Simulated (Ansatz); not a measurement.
Geometry optimisation in Ansatz: input, command and trajectory.

```yaml
crystal:
  lattice:
    - [-2.1533489894, 2.1533489894, 2.4842410751]
    - [2.1533489894, -2.1533489894, 2.4842410751]
    - [2.1533489894, 2.1533489894, -2.4842410751]
  atoms:
    - { symbol: V, position: [0.25, 0.25, 0.0] }
    - { symbol: V, position: [0.75, 0.75, 0.0] }
    - { symbol: "N", position: [0.1135731475, 0.6135731475, 0.727146295] }
    - { symbol: "N", position: [0.6135731475, 0.8864268525, 0.5] }
    - { symbol: "N", position: [0.8864268525, 0.3864268525, 0.272853705] }
    - { symbol: "N", position: [0.3864268525, 0.1135731475, 0.5] }
basis:
  ecutwfc: 420
kpoints:
  mp_grid: { grid: [12, 12, 12] }
hamiltonian:
  xc: pbe
  dispersion: d3bj
scf:
  occupations: { method: gaussian, width: 0.1 }
output:
  forces: true
  stress: true
  eigenvalues: true
relax:
  adjacent_minimum: "off"
  f_tol: 0.005
  max_steps: 50
  cell: { stress_tol: 0.05 }
```

```bash
ansatz run input.yaml --threads 1 --pin off --max-ram 2560MiB --backend cpu --events-out ev --progress --plain --runs-dir out
```

Theory: Ansatz 0.2.0, DFT PBE+D3(BJ), scalar-relativistic, plane waves, PAW.

Of 8 frames 7 are shown, positions in Å and forces in eV/Å; the SCF threshold varies from step to step. Steps run on the plane waves of an earlier cell, with a Pulay correction in the pressure. The basis is chosen afresh for the last frame, the zero of the energies, and at times for earlier ones too; energy and pressure step there, also at an unchanged geometry.

```xyz
6
Lattice="-2.1533 2.1533 2.4842 2.1533 -2.1533 2.4842 2.1533 2.1533 -2.4842" Properties=species:S:1:pos:R:3:forces:R:3 pbc="T T T" step=1 free_energy_over_end_meV_per_atom=4.60 pressure_GPa=-7.65
V     0.0000    0.0000    1.2421    0.0000    0.0000    0.0000
V     0.0000    0.0000    3.7264    0.0000    0.0000    0.0000
N     2.6425    0.4891    0.0000    0.0044    0.0044    0.0000
N     1.6642    0.4891    2.4842   -0.0044    0.0044    0.0000
N    -0.4891    1.6642    2.4842   -0.0044   -0.0044    0.0000
N     0.4891    1.6642    0.0000    0.0044   -0.0044    0.0000
6
Lattice="-2.1426 2.1426 2.4698 2.1426 -2.1426 2.4698 2.1426 2.1426 -2.4698" Properties=species:S:1:pos:R:3:forces:R:3 pbc="T T T" step=2 free_energy_over_end_meV_per_atom=0.03 pressure_GPa=-2.65
V     0.0000    0.0000    1.2349    0.0000    0.0000    0.0000
V     0.0000    0.0000    3.7048    0.0000    0.0000    0.0000
N     2.6305    0.4879    0.0000    0.0320    0.0320    0.0000
N     1.6548    0.4879    2.4698   -0.0320    0.0320    0.0000
N    -0.4879    1.6548    2.4698   -0.0320   -0.0320    0.0000
N     0.4879    1.6548    0.0000    0.0320   -0.0320    0.0000
6
Lattice="-2.1376 2.1376 2.4597 2.1376 -2.1376 2.4597 2.1376 2.1376 -2.4597" Properties=species:S:1:pos:R:3:forces:R:3 pbc="T T T" step=3 free_energy_over_end_meV_per_atom=-0.89 pressure_GPa=0.19
V     0.0000    0.0000    1.2299    0.0000    0.0000    0.0000
V     0.0000    0.0000    3.6896    0.0000    0.0000    0.0000
N     2.6252    0.4876    0.0000    0.0320    0.0320    0.0000
N     1.6501    0.4876    2.4597   -0.0320    0.0320    0.0000
N    -0.4876    1.6501    2.4597   -0.0320   -0.0320    0.0000
N     0.4876    1.6501    0.0000    0.0320   -0.0320    0.0000
6
Lattice="-2.1377 2.1377 2.4603 2.1377 -2.1377 2.4603 2.1377 2.1377 -2.4603" Properties=species:S:1:pos:R:3:forces:R:3 pbc="T T T" step=4 free_energy_over_end_meV_per_atom=-0.89 pressure_GPa=0.07
V     0.0000    0.0000    1.2301    0.0000    0.0000    0.0000
V     0.0000    0.0000    3.6904    0.0000    0.0000    0.0000
N     2.6255    0.4878    0.0000    0.0192    0.0192    0.0000
N     1.6498    0.4878    2.4603   -0.0192    0.0192    0.0000
N    -0.4878    1.6498    2.4603   -0.0192   -0.0192    0.0000
N     0.4878    1.6498    0.0000    0.0192   -0.0192    0.0000
6
Lattice="-2.1379 2.1379 2.4600 2.1379 -2.1379 2.4600 2.1379 2.1379 -2.4600" Properties=species:S:1:pos:R:3:forces:R:3 pbc="T T T" step=5 free_energy_over_end_meV_per_atom=-0.89 pressure_GPa=-0.01
V     0.0000    0.0000    1.2300    0.0000    0.0000    0.0000
V     0.0000    0.0000    3.6899    0.0000    0.0000    0.0000
N     2.6261    0.4882    0.0000    0.0004    0.0004    0.0000
N     1.6497    0.4882    2.4600   -0.0004    0.0004    0.0000
N    -0.4882    1.6497    2.4600   -0.0004   -0.0004    0.0000
N     0.4882    1.6497    0.0000    0.0004   -0.0004    0.0000
6
Lattice="-2.1379 2.1379 2.4600 2.1379 -2.1379 2.4600 2.1379 2.1379 -2.4600" Properties=species:S:1:pos:R:3:forces:R:3 pbc="T T T" step=6 free_energy_over_end_meV_per_atom=0.00 pressure_GPa=-0.17
V     0.0000    0.0000    1.2300    0.0000    0.0000    0.0000
V     0.0000    0.0000    3.6899    0.0000    0.0000    0.0000
N     2.6261    0.4882    0.0000    0.0007    0.0007    0.0000
N     1.6497    0.4882    2.4600   -0.0007    0.0007    0.0000
N    -0.4882    1.6497    2.4600   -0.0007   -0.0007    0.0000
N     0.4882    1.6497    0.0000    0.0007   -0.0007    0.0000
6
Lattice="-2.1376 2.1376 2.4594 2.1376 -2.1376 2.4594 2.1376 2.1376 -2.4594" Properties=species:S:1:pos:R:3:forces:R:3 pbc="T T T" step=8 free_energy_over_end_meV_per_atom=0.00 pressure_GPa=0.00
V     0.0000    0.0000    1.2297    0.0000    0.0000    0.0000
V     0.0000    0.0000    3.6892    0.0000    0.0000    0.0000
N     2.6258    0.4882    0.0000   -0.0003   -0.0003    0.0000
N     1.6493    0.4882    2.4594    0.0003   -0.0003    0.0000
N    -0.4882    1.6493    2.4594    0.0003    0.0003    0.0000
N     0.4882    1.6493    0.0000   -0.0003    0.0003    0.0000
```

Time: 100 s on 1 thread of Arm Neoverse V1, on a shared host, peak memory 0.46 GiB.